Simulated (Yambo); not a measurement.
Yambo run on Rb$_{2}$NaRhF$_{6}$ (space group Fm-3m, No. 225). The wavefunctions come from this Quantum ESPRESSO step (LDA, PseudoDojo standard norm-conserving files, scalar-relativistic):

```
&CONTROL
  calculation = 'nscf'
  pseudo_dir = './pseudo'
  outdir = './out'
/
&SYSTEM
  ibrav = 0
  nat = 10
  ntyp = 4
  ecutwfc = 88.0
  ecutrho = 352.0
  occupations = 'fixed'
  force_symmorphic = .true.
  nbnd = 315
/
&ELECTRONS
  conv_thr = 1e-08
  diago_full_acc = .true.
  diago_thr_init = 1e-08
/
ATOMIC_SPECIES
F 18.9984 F.upf
Na 22.9898 Na.upf
Rb 85.4678 Rb.upf
Rh 102.9055 Rh.upf
CELL_PARAMETERS angstrom
  0.000000000000   4.332590000000   4.332590000000
  4.332590000000   0.000000000000   4.332590000000
  4.332590000000   4.332590000000   0.000000000000
ATOMIC_POSITIONS crystal
F   0.766620000000   0.233380000000   0.233380000000
F   0.233380000000   0.766620000000   0.766620000000
F   0.233380000000   0.766620000000   0.233380000000
F   0.766620000000   0.233380000000   0.766620000000
F   0.233380000000   0.233380000000   0.766620000000
F   0.766620000000   0.766620000000   0.233380000000
Na   0.500000000000   0.500000000000   0.500000000000
Rb   0.750000000000   0.750000000000   0.750000000000
Rb   0.250000000000   0.250000000000   0.250000000000
Rh   0.000000000000   0.000000000000   0.000000000000
K_POINTS automatic
2 2 2 0 0 0
```

Yambo input:

```
rim_cut
gw0
dyson
el_el_corr
HF_and_locXC
ppa
em1d
RandQpts= 1000000
RandGvec= 1 Ry
EXXRLvcs= 88 Ry
VXCRLvcs= 352 Ry
Chimod= "HARTREE"
% BndsRnXp
 6 | 314 |
%
NGsBlkXp= 8 Ry
% LongDrXp
 1.0 | 1.0 | 1.0 |
%
PPAPntXp= 27.2114 eV
% GbndRnge
 1 | 314 |
%
GTermKind= "BG"
DysSolver= "n"
ExtendOut
% QPkrange
 1 | 1 | 43 | 44 |
 2 | 2 | 43 | 44 |
 3 | 3 | 43 | 44 |
%
```

k points by index: 1 = Γ, 2 = L, 3 = X.

Resulting energies as the program prints them:

```
#    K-point    Band    Eo [eV]    E [eV]    E-Eo [eV]    Vxc [eV]    Vnlxc [eV]    Sc|Eo [eV]    Sc|E [eV]    dSc/dw|Eo [eV]    Re(Z)    Im(Z)
#
    1    43    -0.148331    -1.651319    -1.502988    -22.62936    -28.97408    4.459365    4.841728    -6.921319    0.797217    -0.002218
    1    44    2.027427    4.220500    2.193073    -23.83322    -17.91013    -3.182616    -3.730016    -6.791328    0.800264    -0.002332
    2    43    -0.073936    -1.576625    -1.502688    -22.85902    -29.23419    4.490731    4.872482    -6.911692    0.797443    -0.002121
    2    44    1.940905    4.121265    2.180361    -23.59146    -17.67373    -3.200327    -3.737368    -6.701624    0.802381    -0.002367
    3    43    0.000000    -1.510361    -1.510361    -23.11712    -29.54571    4.534953    4.918228    -6.904129    0.797620    -0.002008
    3    44    1.607922    3.758296    2.150374    -22.38692    -16.41771    -3.320342    -3.818841    -6.307571    0.811816    -0.001914
```
(The two width columns are left out.) Convergence of these settings isn't established.

Spin-orbit coupling is not included.

Geometry of the Materials Project entry, not relaxed at this level.
